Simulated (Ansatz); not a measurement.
SiGeC2:
```cif
data_C2GeSi
_chemical_formula_sum 'Ge1 Si1 C2'
_space_group_name_H-M_alt 'P-4m2'
_space_group_IT_number 115
_space_group_name_Hall 'P -4 -2'
_cell_length_a 3.17783
_cell_length_b 3.17783
_cell_length_c 4.48712
_cell_angle_alpha 90.000
_cell_angle_beta 90.000
_cell_angle_gamma 90.000
loop_
_atom_site_label
_atom_site_type_symbol
_atom_site_symmetry_multiplicity
_atom_site_Wyckoff_symbol
_atom_site_fract_x
_atom_site_fract_y
_atom_site_fract_z
_atom_site_occupancy
Ge1 Ge 1 c 0.50000 0.50000 0.50000 1
Si1 Si 1 a 0.00000 0.00000 0.00000 1
C1 C 2 g 0.00000 0.50000 0.23552 1
```

Relaxed at zero pressure with the program Ansatz at the PBE level (PAW).

Task: The volume is lowered by 3 % and shape and atoms relax at that volume. What pressure results, and how do the axes share the change?

Result: 6.2 GPa; a -1.0 %, b -1.0 %, c -1.0 %; the energy rises by 6 meV/atom.

Task: Give the new structure.

Result: 
Space group P-4m2 (No. 115); a = 3.146 Å, b = 3.146 Å, c = 4.440 Å, α = 90.00°, β = 90.00°, γ = 90.00°

```
atom  site  symmetry       x       y       z
----  ----  --------  ------  ------  ------
Ge      1c      -4m2  0.5000  0.5000  0.5000
Si      1a      -4m2  0.0000  0.0000  0.0000
C       2g      2mm.  0.0000  0.5000  0.2355
```

The phase is kept; no other phase was compared at this pressure.

The start of the workflow was typed in or built on a structure type; neither database checked (COD, Materials Project) lists it. Its standing as an ambient phase is unchecked. The cell was relaxed with PBE under the symmetry of its start; its stability against distortions is not shown here.

Potentials: the later of the program's two PAW sets.
